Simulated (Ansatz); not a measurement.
Relaxed-ion elastic tensor of InP (zinc blende, F-43m) in GPa (Voigt order), r²SCAN in the plane-wave PAW code Ansatz; density 4.70 g/cm³, 25.76 Å³ per atom.

```tsv
	1	2	3	4	5	6
1	98.1	53.6	53.6	0.0	0.0	0.0
2	53.6	98.1	53.6	0.0	0.0	0.0
3	53.6	53.6	98.1	0.0	0.0	0.0
4	0.0	0.0	0.0	45.9	0.0	0.0
5	0.0	0.0	0.0	0.0	45.9	0.0
6	0.0	0.0	0.0	0.0	0.0	45.9
```

Question: Is the crystal mechanically stable?

Answer: Yes: the smallest eigenvalue of C is 44.6 GPa.

Question: Work out the Voigt, Reuss and Hill averages.

Answer: K_V = 68.4, K_R = 68.4, K_H = 68.4; G_V = 36.4, G_R = 32.2, G_H = 34.3 GPa.

Question: Give Young's modulus, Poisson's ratio, Pugh's ratio and the universal anisotropy index.

Answer: E = 9KG/(3K + G) = 88.2 GPa; ν = 0.28; K/G = 1.99 (ductile by the Pugh limit of 1.75); A_U = 5G_V/G_R + K_V/K_R − 6 = 0.65.

Question: Estimate the sound speeds and the Debye temperature.

Answer: v_l = √((K + 4G/3)/ρ) = 4930 m/s, v_t = √(G/ρ) = 2700 m/s, mean 3010 m/s; Θ = (h/k)(3n/4πV)^(1/3) v_m = 304 K.

Question: Give the Zener ratio and Young's modulus along [100], [110] and [111].

Answer: A = 2C44/(C11 − C12) = 2.06; 1/E = S11 − 2(S11 − S12 − S44/2)Γ with Γ = 0, 1/4, 1/3 gives 60.3, 92.5, 113 GPa.

Question: Solve the Christoffel equation for the three sound speeds along [100], [110], [111].

Answer: Eigenvalues of C_ijkl n_j n_l equal ρv² (piezoelectric stiffening left out). In km/s, slowest first: [100] 3.12, 3.12, 4.57; [110] 2.18, 3.12, 5.09; [111] 2.53, 2.53, 5.25.

The r²SCAN relaxation kept the symmetry of its start; of distortions, only those at the zone centre were tested.

Potentials: the later of the program's two PAW sets.
